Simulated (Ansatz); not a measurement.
# Pressure against volume: Bi$_{2}$Se$_{3}$

```cif
data_structure
_symmetry_space_group_name_H-M 'R-3m:H'
_symmetry_Int_Tables_number 166
_cell_length_a 4.1430
_cell_length_b 4.1430
_cell_length_c 28.6360
_cell_angle_alpha 90.000
_cell_angle_beta 90.000
_cell_angle_gamma 120.000
_cell_volume 425.67
loop_
_atom_site_label
_atom_site_type_symbol
_atom_site_symmetry_multiplicity
_atom_site_Wyckoff_symbol
_atom_site_fract_x
_atom_site_fract_y
_atom_site_fract_z
_atom_site_occupancy
Bi1 Bi 6 c 0.66667 0.33333 0.73413 1
Se1 Se 3 a 0.00000 0.00000 0.00000 1
Se2 Se 6 c 0.33333 0.66667 0.87837 1
```

The runs use the primitive cell with vectors (2.071, 1.196, 9.545), (-2.071, 1.196, 9.545), (0.000, -2.392, 9.545) Å, to which the k mesh refers.

The cell is COD entry 9011965, as deposited and not checked against the literature; nothing was relaxed.

No spin–orbit coupling, which matters for the heavy atoms here.

Methods: DFT, PBEsol, all-electron LAPW, scalar-relativistic (Ansatz 0.2.0); DFT, PBEsol, PAW with Ansatz's default frozen-core files, scalar-relativistic (Ansatz 0.2.0).

For LAPW: a Γ-centred 6×6×6 k mesh, Fermi–Dirac smearing of 0.03 eV, basis error target 0.5 meV/atom, no spin polarisation. PAW takes a cutoff of 420 eV at this cell (files made with PBE, cores remade for this functional). The Ansatz runs share mesh, smearing and spin set-up. Plane-wave (PAW) pressures include the program's estimate of the Pulay term.

The cell above is scaled evenly, with fractional coordinates and shape held.

```
V/V(cell)  V (Å³/atom)  P, LAPW (GPa)  P, PAW (GPa)  gap on the k mesh, LAPW (eV)  free energy over the lowest listed, PAW (meV/atom)
   0.9400       26.675           4.10          4.08                          0.09                                                18.6
   0.9600       27.243           2.46          2.44                          0.11                                                 7.1
   0.9800       27.810           0.99          0.97                          0.13                                                 1.1
   0.9900       28.094           0.31          0.30                          0.14                                                 0.0
   1.0000       28.378          -0.33         -0.35                          0.14                                                 0.1
   1.0100       28.662          -0.94         -0.95                          0.15                                                 1.2
   1.0200       28.946          -1.51         -1.53                          0.16                                                 3.4
   1.0400       29.513          -2.57         -2.58                          0.17                                                10.7
   1.0600       30.081              ?             ?                             ?                                                   ?
```

Problem. Fill in the row V/V(cell) = 1.0600.

Solution. P, LAPW (GPa) = -3.52, P, PAW (GPa) = -3.53, gap on the k mesh, LAPW (eV) = 0.19, free energy over the lowest listed, PAW (meV/atom) = 21.6.

Problem. What do Birch–Murnaghan fits to the pressures give?

Solution. LAPW: V0 = 28.23 Å³/atom, B0 = 64 GPa, B0′ = 4.5; PAW: V0 = 28.22 Å³/atom, B0 = 64 GPa, B0′ = 4.5.

PAW's V0 lies -0.02 % from the all-electron value and its B0 0.0 %. With shape and internal coordinates held, B0 is an upper bound to the relaxed modulus.
